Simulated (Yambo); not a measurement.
Absorption of Cs2LiYCl6 (space group Fm-3m, No. 225) with and without the electron-hole interaction (Yambo, PBEsol bands; 4×4×4 mesh, 18 valence and 11 conduction bands, static screening with 146 bands and a 3 Ry block, scissor 3.15 eV, Tamm-Dancoff; field along x).

| E (eV) | Im ε, BSE | Im ε, independent quasiparticles |
|---|---|---|
| 5.50 | 0.09 | 0.03 |
| 5.60 | 0.10 | 0.03 |
| 5.70 | 0.11 | 0.03 |
| 5.80 | 0.12 | 0.04 |
| 5.90 | 0.14 | 0.04 |
| 6.00 | 0.16 | 0.04 |
| 6.10 | 0.19 | 0.04 |
| 6.20 | 0.23 | 0.04 |
| 6.30 | 0.29 | 0.05 |
| 6.40 | 0.38 | 0.05 |
| 6.50 | 0.52 | 0.06 |
| 6.60 | 0.78 | 0.06 |
| 6.70 | 1.30 | 0.06 |
| 6.80 | 2.11 | 0.07 |
| 6.90 | 2.33 | 0.08 |
| 7.00 | 2.49 | 0.08 |
| 7.10 | 3.48 | 0.09 |
| 7.20 | 3.39 | 0.10 |
| 7.30 | 2.15 | 0.12 |
| 7.40 | 1.55 | 0.13 |
| 7.50 | 1.45 | 0.15 |
| 7.60 | 1.37 | 0.18 |
| 7.70 | 1.39 | 0.22 |
| 7.80 | 1.66 | 0.27 |
| 7.90 | 2.08 | 0.35 |
| 8.00 | 2.85 | 0.48 |
| 8.10 | 3.71 | 0.70 |
| 8.20 | 3.62 | 1.10 |
| 8.30 | 3.15 | 1.67 |
| 8.40 | 3.60 | 2.34 |
| 8.50 | 4.39 | 2.87 |
| 8.60 | 4.31 | 2.89 |
| 8.70 | 4.15 | 2.88 |
| 8.80 | 3.69 | 3.23 |
| 8.90 | 3.53 | 3.14 |
| 9.00 | 4.24 | 2.38 |
| 9.10 | 4.74 | 1.79 |
| 9.20 | 4.43 | 1.60 |
| 9.30 | 3.64 | 1.66 |
| 9.40 | 3.10 | 1.64 |
| 9.50 | 2.47 | 1.49 |
| 9.60 | 2.04 | 1.46 |
| 9.70 | 1.90 | 1.49 |
| 9.80 | 1.67 | 1.68 |
| 9.90 | 1.49 | 1.97 |
| 10.00 | 1.46 | 2.22 |
| 10.10 | 1.48 | 2.55 |
| 10.20 | 1.33 | 3.03 |
| 10.30 | 1.28 | 3.30 |
| 10.40 | 1.16 | 3.19 |
| 10.50 | 1.06 | 3.40 |
| 10.60 | 1.01 | 3.88 |

The scissor comes from a G0W0 run whose convergence isn't established. Broadening 0.15 eV. The band window holds all transitions up to 10.7 eV. Fine structure above the onset can come from the mesh.

Geometry of the Materials Project entry, not relaxed at this level; primitive cell a = b = c = 7.5149 Å, α = β = γ = 60.00°.
